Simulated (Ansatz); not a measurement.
C:
```xyz
8
Lattice="2.5180 0.0000 0.0000 -1.2590 2.1807 0.0000 0.0000 0.0000 8.3047" Properties=species:S:1:pos:R:3 pbc="T T T"
C      0.0000     0.0000     4.9244
C      0.0000     0.0000     3.3803
C      0.0000     0.0000     0.7721
C      0.0000     0.0000     7.5326
C      0.0000     1.4538     2.8608
C      1.2590     0.7269     5.4440
C      1.2590     0.7269     7.0131
C      0.0000     1.4538     1.2916
```

Relaxed with PBE.

### Question
Which orbitals make up the states near the band edges in PBE in the plane-wave PAW code Ansatz?

### Answer
Top 1 eV of the valence band: C 2p 99 %. Bottom 1 eV of the conduction band: C 2p 56 %, C 2s 34 %, outside the projected shells 10 %. Projections are on Löwdin-orthogonalised atomic valence shells; empty p or d shells of many metals are not among them.

### Question
Tabulate the density of states.

### Answer
States/eV per cell of 8 atoms, in 0.25 eV bins, energy from the valence-band maximum.

| E (eV) | total | C 2p | C 2s |
|---|---|---|---|
| -7.85 | 2.33 | 2.02 | 0.30 |
| -7.60 | 2.05 | 1.79 | 0.26 |
| -7.35 | 2.23 | 1.97 | 0.26 |
| -7.10 | 2.38 | 2.11 | 0.27 |
| -6.85 | 2.64 | 2.35 | 0.28 |
| -6.60 | 2.81 | 2.53 | 0.27 |
| -6.35 | 2.84 | 2.60 | 0.24 |
| -6.10 | 2.50 | 2.30 | 0.19 |
| -5.85 | 2.72 | 2.53 | 0.18 |
| -5.60 | 3.07 | 2.88 | 0.18 |
| -5.35 | 2.84 | 2.67 | 0.16 |
| -5.10 | 2.54 | 2.38 | 0.15 |
| -4.85 | 2.70 | 2.54 | 0.16 |
| -4.60 | 3.32 | 3.15 | 0.16 |
| -4.35 | 3.77 | 3.62 | 0.15 |
| -4.10 | 3.19 | 3.07 | 0.12 |
| -3.85 | 3.19 | 3.08 | 0.10 |
| -3.60 | 2.87 | 2.77 | 0.09 |
| -3.35 | 2.66 | 2.57 | 0.08 |
| -3.10 | 2.33 | 2.26 | 0.06 |
| -2.85 | 1.87 | 1.81 | 0.05 |
| -2.60 | 1.54 | 1.50 | 0.04 |
| -2.35 | 1.35 | 1.31 | 0.03 |
| -2.10 | 1.18 | 1.15 | 0.03 |
| -1.85 | 1.01 | 0.98 | 0.02 |
| -1.60 | 0.81 | 0.79 | 0.01 |
| -1.35 | 0.66 | 0.65 | 0.01 |
| -1.10 | 0.57 | 0.56 | 0.01 |
| -0.85 | 0.46 | 0.45 | 0.00 |
| -0.60 | 0.32 | 0.32 | 0.00 |
| -0.35 | 0.19 | 0.19 | 0.00 |
| -0.10 | 0.05 | 0.05 | 0.00 |
| 0.15 | 0.00 | 0.00 | 0.00 |
| 0.40 | 0.00 | 0.00 | 0.00 |
| 0.65 | 0.00 | 0.00 | 0.00 |
| 0.90 | 0.00 | 0.00 | 0.00 |
| 1.15 | 0.00 | 0.00 | 0.00 |
| 1.40 | 0.00 | 0.00 | 0.00 |
| 1.65 | 0.00 | 0.00 | 0.00 |
| 1.90 | 0.00 | 0.00 | 0.00 |
| 2.15 | 0.00 | 0.00 | 0.00 |
| 2.40 | 0.00 | 0.00 | 0.00 |
| 2.65 | 0.00 | 0.00 | 0.00 |
| 2.90 | 0.00 | 0.00 | 0.00 |
| 3.15 | 0.00 | 0.00 | 0.00 |
| 3.40 | 0.00 | 0.00 | 0.00 |
| 3.65 | 0.00 | 0.00 | 0.00 |
| 3.90 | 0.00 | 0.00 | 0.00 |
| 4.15 | 0.00 | 0.00 | 0.00 |
| 4.40 | 0.00 | 0.00 | 0.00 |
| 4.65 | 0.31 | 0.14 | 0.14 |
| 4.90 | 0.90 | 0.43 | 0.38 |
| 5.15 | 1.09 | 0.59 | 0.40 |
| 5.40 | 1.97 | 1.24 | 0.55 |
| 5.65 | 3.29 | 2.15 | 0.77 |
| 5.90 | 3.30 | 2.20 | 0.72 |
| 6.15 | 2.77 | 1.84 | 0.59 |
| 6.40 | 2.10 | 1.37 | 0.46 |
| 6.65 | 2.21 | 1.44 | 0.49 |
| 6.90 | 2.83 | 1.90 | 0.58 |
| 7.15 | 2.92 | 2.00 | 0.57 |
| 7.40 | 3.49 | 2.42 | 0.66 |
| 7.65 | 4.31 | 3.05 | 0.77 |
| 7.90 | 2.98 | 2.14 | 0.48 |
| 8.15 | 2.86 | 2.05 | 0.45 |
| 8.40 | 3.06 | 2.16 | 0.53 |
| 8.65 | 3.41 | 2.35 | 0.64 |
| 8.90 | 3.59 | 2.47 | 0.67 |
| 9.15 | 3.56 | 2.47 | 0.65 |
| 9.40 | 3.16 | 2.06 | 0.68 |

Space group P6_3/mmc. The first step of the workflow began from a Materials Project structure, measured or hypothetical. Its sites differ from those of the usual phase in this space group: another stacking or structure type. Symmetry was held in the PBE relaxation; whether a distortion lowers the energy is not shown.

Potentials: the earlier of the program's two PAW sets.
